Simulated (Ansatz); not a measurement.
Relaxed-ion elastic tensor of CuO (CsCl type, space group No. 221) in GPa (Voigt order), DFT-r²SCAN in the program Ansatz with PAW potentials; density 7.53 g/cm³, 8.77 Å³ per atom.

```tsv
	1	2	3	4	5	6
1	413	95.8	95.8	0.0	0.0	0.0
2	95.8	413	95.8	0.0	0.0	0.0
3	95.8	95.8	413	0.0	0.0	0.0
4	0.0	0.0	0.0	-106	0.0	0.0
5	0.0	0.0	0.0	0.0	-106	0.0
6	0.0	0.0	0.0	0.0	0.0	-106
```

### Question
Is the crystal mechanically stable?

### Answer
No: the smallest eigenvalue of C is -106 GPa.

Space group Pm-3m (CsCl type). The cell is a constructed one: a structure type filled with these elements; the Crystallography Open Database copy checked does not list it. It is not the phase usual at ambient conditions (space group No. 15). The cell was relaxed with r²SCAN under the symmetry of its start. At this level the phase is mechanically unstable. No spin polarisation was allowed. The volume moved by 51 % from the start of the relaxation. No Hubbard U is applied. As this level gives no gap, shear constants depend on the k-mesh and smearing (Fermi–Dirac, 0.1 eV here). On the denser mesh and wider smearing of the elastic run this cell carries a stress of 0.6 GPa.

Potentials: the later of the program's two PAW sets.
